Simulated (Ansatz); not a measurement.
# Two states of K2VF4

```
CELL_PARAMETERS angstrom
0.00000 4.04783 0.00000
4.04783 0.00000 0.00000
2.02392 2.02392 -6.60627
ATOMIC_POSITIONS crystal
V 0.00000 0.00000 0.00000
F 0.15100 0.15100 0.69800
F 0.84900 0.84900 0.30200
K 0.35200 0.35200 0.29600
K 0.64800 0.64800 0.70400
F 0.00000 0.50000 0.00000
F 0.50000 0.00000 0.00000
```

The numbers come from plane-wave PAW DFT (Ansatz): r2SCAN, with U_eff = 3.21 eV on V d (all-electron-ortho-atomic projectors), 500 eV, 5×5×5 Γ-centred k points, cold occupations (width 0.1333 eV). Nothing was relaxed. The cell carries a charge of +1 e on a uniform background.

State A: V1 up (collinear spin). State B: no moments (no spin polarisation).

Compare the two self-consistent states.

State A is lower by 288.8 meV an atom at zero smearing.

```
state  free energy (meV/atom)  largest moment in a small sphere (μB)  net moment (μB/cell)  gap on mesh (eV)  pressure (GPa)  largest force (eV/Å)
    A                     0.0                                   1.60                  2.00              2.88             n/a                  1.45
    B                   288.8                                   0.00                  0.00              1.61             n/a                  2.13
```

Origin: a known structure type with other elements, at an estimated volume, so it need not be a known compound. Caveats: charged cell with a uniform background; an odd or shifted mesh can miss the band edges, so this level's true gap may be smaller; atoms or cell far from equilibrium.
